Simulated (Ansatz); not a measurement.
## VW: strain energy, fitted

VW, Cmmm, a = 3.065 Å, b = 4.402 Å, c = 4.251 Å. The structure is a Materials Project entry; whether it is the stable form wasn't checked. Ansatz: PBEsol, PAW, 420 eV, Γ-centred 14×10×10 mesh on 4 atoms, Gaussian smearing 0.10 eV; no spin polarisation. Series: biaxial strain in the a-b plane, c and atoms relaxed; x is the strain in per cent. y is the free energy over the unstrained cell, V0 = 14.337 Å³/atom.

| x (%) | y (meV/atom) |
| --- | --- |
| -3.0 | 34.50 |
| -1.5 | 8.66 |
| 0.0 | 0.00 |
| 1.5 | 7.24 |
| 3.0 | ? |

**Question.** Fit y = c2 x² + c3 x³ to the other rows, turn c2 into a modulus, and predict the missing energy.

**Answer.** Least squares on the rows shown. y = 3.4687 x² − 0.12423 x³. In eV per unit strain² c2 is 34.69; M is the biaxial modulus (E = M V0 ε²): 34.69 × 160.2 / (14.337) = 388 GPa. The unstrained cell keeps some stress along the strain, worth a slope of -0.33 meV/atom per %, which the form leaves out. At x = 3.0 the fit asked for gives 27.86 meV/atom. The run gave 28.92 meV/atom, so the fit is 1.06 meV/atom too low, 3.1 % of the span of the series, against an rms of 0.27 meV/atom on the fitted rows. The row lies outside the fitted range. With a term in x⁴ added, a fit to the same known rows (none to spare) predicts 23.14 meV/atom, further off still.

Spin–orbit coupling is left out, which can shift energies with elements as heavy as these.